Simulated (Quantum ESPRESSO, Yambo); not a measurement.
**G0W0 results for CaCd$_{3}$O$_{4}$**

```
CaCd3O4
1.0
    3.33365    -4.73389     0.00000
    3.33365     4.73389     0.00000
    0.00000     0.00000     3.37048
O Ca Cd
4 1 3
Direct
  0.24944   0.75056   0.00000
  0.75056   0.24944   0.00000
  0.74853   0.74853   0.50000
  0.25147   0.25147   0.50000
  0.50000   0.50000   0.00000
  0.00000   0.50000   0.50000
  0.50000   0.00000   0.50000
  0.00000   0.00000   0.00000
```

The geometry is that of Materials Project entry mp-760403, symmetrised and not relaxed again.

Starting point: PBEsol (Quantum ESPRESSO, PseudoDojo norm-conserving, 102 Ry, no spin-orbit coupling). G0W0 in Yambo: 2×2×4 Γ-centred k mesh, bands 13 to 181 and a 7 Ry block in the screening, 181 bands in G with the Bruneval-Gonze terminator, plasmon pole fitted at 27.2 eV.

```yaml
PBEsol gap along the band path: 0.17 eV
PBEsol gap between the mesh's edge points (Γ → Γ): 0.17 eV
G0W0 gap between the same points: 1.04 eV
```

| k point | band | E PBEsol (eV) | E QP (eV) | shift (eV) | Z |
|---|---|---|---|---|---|
| Γ | VB | 0.00 | -0.35 | -0.35 | 0.78 |
| Γ | CB | 0.17 | 0.69 | 0.52 | 0.82 |
| (0, 0, -0.5) | VB | -0.11 | -0.46 | -0.34 | 0.78 |
| (0, 0, -0.5) | CB | 4.74 | 5.77 | 1.03 | 0.81 |
| (0, -0.5, 0) | VB | -0.38 | -0.79 | -0.42 | 0.78 |
| (0, -0.5, 0) | CB | 2.88 | 3.64 | 0.77 | 0.81 |
| (0, -0.5, -0.5) | VB | -0.55 | -1.00 | -0.45 | 0.78 |
| (0, -0.5, -0.5) | CB | 4.85 | 5.86 | 1.01 | 0.83 |
| (-0.5, -0.5, 0) | VB | -0.12 | -0.46 | -0.34 | 0.78 |
| (-0.5, -0.5, 0) | CB | 3.45 | 4.40 | 0.96 | 0.81 |
| (-0.5, -0.5, -0.5) | VB | 0.00 | -0.35 | -0.35 | 0.78 |
| (-0.5, -0.5, -0.5) | CB | 3.53 | 4.52 | 0.99 | 0.83 |

Energies count from the PBEsol valence-band maximum.

Nearest settings tried, and what they do to the gap: 87 bands in G: +37 meV; 100 bands in W: +217 meV. Not varied: block, mesh. So the settings aren't converged at that level.

Spin-orbit splittings are left out.

The structure is a Materials Project entry; no match was found in the copy of COD used, and its stability was not checked.
